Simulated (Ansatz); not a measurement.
# Tl: how the axes shrink under pressure

Tl, P6_3/mmc, a = 3.456 Å, c = 11.350 Å. Ansatz: PBE+D3(BJ), PAW, 420 eV, Γ-centred 15×15×4 mesh on 4 atoms, Gaussian smearing 0.10 eV; no spin polarisation. Cell and atoms are relaxed at each pressure, and no other structure is tried, so the rows at high pressure may lie past a change of phase. y = 100 ln(c/c0) with c0 = 11.3500 Å, so nearly a change in per cent. The pressures are the targets, met within 0.03 GPa.

| P (GPa) | y | 100 ln(a/a0) |
| --- | --- | --- |
| -3.0 | ? | ? |
| 0.0 | 0.00 | 0.00 |
| 3.0 | -2.43 | -2.46 |
| 8.0 | -5.28 | -5.23 |
| 15.0 | -7.94 | -7.90 |
| 30.0 | -11.91 | -11.50 |
| 60.0 | -16.20 | -16.04 |

Fit y = c1 P + c2 P² to the other rows, give the linear compressibility along c, and predict the missing y.

Least squares on the rows shown. y = −0.58379 P + 0.0052774 P². The linear compressibility along c is −c1/100 = 5.84 per TPa, against 5.69 along a from the same fit to the last column (its missing entry is 4.39): the crystal is about as stiff along both at low pressure. The runs next to zero pressure give 11.11 and 11.49, so a parabola over the whole range misstates the start. With a term in P³ added, the coefficient of P becomes -0.7618, 30 % more, which shows how far this figure hangs on the form. At P = -3.0 the fit asked for gives 1.80. The run gave 4.18, so the fit is 2.38 too low, 12 % of the span of the series, against an rms of 0.68 on the fitted rows. The row lies outside the fitted range. With a term in P³ added, a fit to the same known rows predicts 2.44, which recovers part of the miss; the known rows don't hold the rest. The parabola turns at P = 55.3, between the two outer rows, which can neither show nor exclude a turn there.

In 1 of the 7 runs an atom lies near a switch of its D3 coefficient C6 between reference coordination numbers, so the dispersion energy changes steeply there and can bend the curve. The mesh isn't the same in all rows (15×15×4, 18×18×6). Spin–orbit coupling is left out, which can shift energies with elements as heavy as these.